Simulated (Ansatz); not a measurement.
The elements of this relaxed trial crystal are hidden behind letters.

```
lattice vectors (Å)
   4.8658    0.0000    0.0000
   0.0000    4.8658    0.0000
   0.0000    0.0000    4.8658
fractional positions
X 0.5000 0.0000 0.0000
X 0.0000 0.5000 0.0000
X 0.0000 0.0000 0.5000
Z 0.0000 0.0000 0.0000
Q 0.0000 0.5000 0.5000
Q 0.5000 0.0000 0.5000
Q 0.5000 0.5000 0.0000
Q 0.5000 0.5000 0.5000
```

All numbers below come from DFT PBE, scalar-relativistic, plane waves, PAW in Ansatz 0.2.0. Cutoff 420 eV, Γ-centred 8×8×8 mesh (8-atom cell), Gaussian smearing of 0.10 eV, no spin polarisation.

| Property | Result |
| --- | --- |
| Space group | Pm-3m (No. 221) |
| Conventional cell | a = 4.866 Å |
| Volume per atom | 14.40 Å³ |
| Density | 3.93 g/cm³ |
| Energy over the elements | +0.21 eV/atom |
| Gap on the 8×8×8 mesh of the 8-atom cell | 0 eV (a metal) |

Energies are uncorrected and count from the elements' standard states at the same level.

Question: X is a p-block element of period 3, Z is a p-block element of period 5 and Q is a p-block element of period 2. Which elements are they?

Answer: X = Al, Z = Te, Q = O, so the formula is Al3TeO4. Density times volume gives a mean mass of 3.93 × 14.40/1.6605 = 34.1 u per atom, and this set has 34.1 u. Around Al lie 2 Te at 2.43 Å and 4 O at 2.43 Å; Te has 6 Al at 2.43 Å; O on a site of symmetry 4/mmm is surrounded by 2 O at 2.43 Å and 4 Al at 2.43 Å; 1 more site not described. Other sets within the hints have nearly the same mass, so mass alone doesn't settle it; this one was computed.

These runs have no spin–orbit coupling, which can matter for Te. An odd number of electrons in the primitive cell allows no gap without spin; a larger cell or a magnetic state could open one. The cell is a metal run without spin; a magnetic state may lie lower. Symmetry constrained the relaxation, so the result can be a saddle point.
